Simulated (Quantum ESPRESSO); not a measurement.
pw.x input (Quantum ESPRESSO 7.5; PBEsol, PseudoDojo standard norm-conserving files, fully relativistic):

```
&CONTROL
  calculation = 'scf'
  pseudo_dir = './pseudo'
  outdir = './out'
  tprnfor = .true.
  tstress = .true.
/
&SYSTEM
  ibrav = 0
  nat = 3
  ntyp = 1
  ecutwfc = 86.0
  ecutrho = 344.0
  occupations = 'smearing'
  smearing = 'fd'
  degauss = 0.002
  nbnd = 57
  noncolin = .true.
  lspinorb = .true.
/
&ELECTRONS
  conv_thr = 3e-10
/
ATOMIC_SPECIES
Se 78.9710 Se.upf
CELL_PARAMETERS angstrom
  4.057754591752   0.000000000000   0.000000000000
 -2.028877295876   3.514118558780   0.000000000000
  0.000000000000   0.000000000000   5.134598112000
ATOMIC_POSITIONS crystal
Se   0.248286281000   0.000000000000   0.333333333000
Se   0.000000000000   0.248286281000   0.666666666333
Se   0.751713719000   0.751713719000   0.000000000000
K_POINTS automatic
9 9 6 0 0 0
```

End of the output:

```

[...]
     the Fermi energy is     9.1513 ev
!    total energy              =    -726.52428298 Ry
     estimated scf accuracy    <          5.9E-12 Ry
     smearing contrib. (-TS)   =      -0.00000044 Ry
     internal energy E=F+TS    =    -726.52428253 Ry
     The total energy is F=E-TS. E is the sum of the following terms:
     one-electron contribution =    -404.83440410 Ry
     hartree contribution      =     211.25893507 Ry
     xc contribution           =    -143.64324568 Ry
     ewald contribution        =    -389.30556782 Ry
     convergence has been achieved in   8 iterations
     Forces acting on atoms (cartesian axes, Ry/au):
     atom    1 type  1   force =    -0.00125600    0.00000000    0.00000000
     atom    2 type  1   force =     0.00062800   -0.00108773    0.00000000
     atom    3 type  1   force =     0.00062800    0.00108773   -0.00000000
     Total force =     0.002175     Total SCF correction =     0.000002
     Computing stress (Cartesian axis) and pressure
          total   stress  (Ry/bohr**3)                   (kbar)     P=       -5.40
  -0.00003501   0.00000000   0.00000000           -5.15        0.00        0.00
   0.00000000  -0.00003501  -0.00000000            0.00       -5.15       -0.00
   0.00000000   0.00000000  -0.00004000            0.00        0.00       -5.88
```
In a gapped system the printed Fermi energy is only some level inside the gap.

Geometry relaxed with PBE+D3(BJ).
